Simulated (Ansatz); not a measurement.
BN:
```yaml
crystal:
  lattice:
    - [0.00000, 1.80440, 1.80440]
    - [1.80440, 0.00000, 1.80440]
    - [1.80440, 1.80440, 0.00000]
  atoms:
    - { symbol: B, position: [0.00000, 0.00000, 0.00000] }
    - { symbol: N, position: [0.25000, 0.25000, 0.25000] }
```

x, y and z are the axes in which the lattice vectors are written.

Give the high-frequency dielectric tensor and the Born effective charge tensors of the independent atoms from DFPT, r²SCAN in the plane-wave PAW code Ansatz.


ε∞:
```
4.46  0.00  0.00
0.00  4.46  0.00
0.00  0.00  4.46
```
Z* of atom 1 (B), rows: field, columns: displacement, in e:
```
1.98  0.00  0.00
0.00  1.98  0.00
0.00  0.00  1.98
```
Z* of atom 2 (N), rows: field, columns: displacement, in e:
```
-1.98   0.00   0.00
 0.00  -1.98   0.00
 0.00   0.00  -1.98
```

Static charges for comparison (Bader): B1 +2.25, N2 -2.25 e. Born charges measure polarisation by displacement and can exceed these by far.

Space group F-43m (zinc blende). Symmetry was held in the r²SCAN relaxation.

Potentials: the earlier of the program's two PAW sets.
